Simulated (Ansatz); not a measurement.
A geometry of Ir away from equilibrium: step 2 of the relaxation of a relaxed Ir cell displaced along its unstable phonon at q = (½, 0, 0) of its primitive reciprocal cell (162i cm⁻¹), largest move 0.15 Å. Computed with PBEsol (plane waves to 420 eV, PAW, scalar-relativistic; Ansatz, a first-principles code). Γ-centred k-mesh 15×15×15 on the run's cell (coarser than for final values), Fermi–Dirac smearing 0.05 eV.

```
CELL_PARAMETERS angstrom
     -3.04874     3.03481     3.03481
      1.52437    -1.55483     1.55483
      1.52437     1.55483    -1.55483
ATOMIC_POSITIONS crystal
  Ir 0.00000 0.92059 0.07941
  Ir 0.50000 0.07941 0.92059
```

What forces act on the atoms (eV/Å)?


```tsv
atom	Fx	Fy	Fz
Ir1	0.00	-0.23	0.23
Ir2	0.00	0.23	-0.23
```

What is the pressure?

+0.2 GPa, compression positive.

No spin polarisation in the result.

The run could not lose the symmetry of its start, so the end can be a saddle point.

The end of the path is a generated cell of Ir: the first start was made by placing the elements on the sites of a structure type, and the end was not matched to a known phase here, so it may be hypothetical. Known forms of Ir include space group No. 225.
